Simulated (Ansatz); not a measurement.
# SrC2: zone-centre modes

These are results of DFT LDA, scalar-relativistic, plane waves, PAW (Ansatz 0.2.0), not measurements. Settings: 420 eV plane-wave cutoff, Γ-centred 10×10×10 mesh, fixed occupations. No spin polarisation. Phonons by linear response, acoustic sum rule imposed.

Equilibrium structure at this level:
```
Sr C
1.0
    -1.99570    1.99570    3.34222
     1.99570   -1.99570    3.34222
     1.99570    1.99570   -3.34222
Sr C
1 2
Cartesian
  0.0000 0.0000 0.0000
  0.0000 0.0000 2.7164
  0.0000 0.0000 3.9681
```

Problem. Give the high-frequency dielectric tensor ε∞.

Solution.
```
3.56 0.00 0.00
0.00 3.56 0.00
0.00 0.00 4.33
```

Problem. Give the Born effective charges.

Solution.
```csv
atom,Z*xx,Z*yy,Z*zz,mean
Sr (atom 1),2.44,2.44,2.15,2.34
C (atom 2),-1.22,-1.22,-1.08,-1.17
```

Problem. How large is the static dielectric tensor with the ions free to move, and what share of it is ionic?

Solution.
```
10.4  0.0  0.0
 0.0 10.4  0.0
 0.0  0.0  7.9
```
The ions give 60 % of its trace.

Cost: 1 run of about 4.9 core-minutes, on Arm Neoverse N1 (shared hosts).